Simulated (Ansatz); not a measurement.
Starting structure, CO put above a Rh atom that lies 1.8 Å under the outermost one (Rh, Fm-3m (No. 225), (1 0 0) face):

```xyz
6
Lattice="2.6729 0.0000 0.0000 0.0000 2.6729 0.0000 0.0000 0.0000 25.8200" Properties=species:S:1:pos:R:3 pbc="T T T"
Rh    1.3364    1.3364    8.5000
Rh    0.0000    0.0000   10.3900
Rh    1.3364    1.3364   12.2850
Rh    0.0000    0.0000   14.1013
C     1.3364    1.3364   15.3013
O     1.3364    1.3364   16.4513
```

Level of theory: Ansatz, DFT PBEsol, scalar-relativistic, plane waves, PAW. Settings: cutoff 420 eV, Γ-centred mesh 11×11×1 on the computed 6-atom cell, Gaussian smearing of 0.10 eV; no spin polarisation. A dipole correction removes the field between periodic images along c.

Atoms 1, 2 (counted from 1) are held. The cell is fixed. Force threshold 0.03 eV/Å.

```tsv
step	E − E_final (eV)	largest force (eV/Å)
1	0.201	2.441
2	0.027	0.924
3	0.007	0.443
4	0.001	0.449
5	0.000	0.022
6	0.000	0.019
```

(1) What is the final structure?

The end is the local minimum or symmetric point that this start leads to. The slab is only 5.7 Å thick, so the energy isn't converged with thickness.

Answers

(1)
```
CELL_PARAMETERS angstrom
2.67286 0.00000 0.00000
0.00000 2.67286 0.00000
0.00000 0.00000 25.81999
ATOMIC_POSITIONS crystal
Rh 0.50000 0.50000 0.32920
Rh 0.00000 0.00000 0.40240
Rh 0.50000 0.50000 0.47348
Rh 0.00000 0.00000 0.55214
C 0.50000 0.50000 0.59574
O 0.50000 0.50000 0.64137
```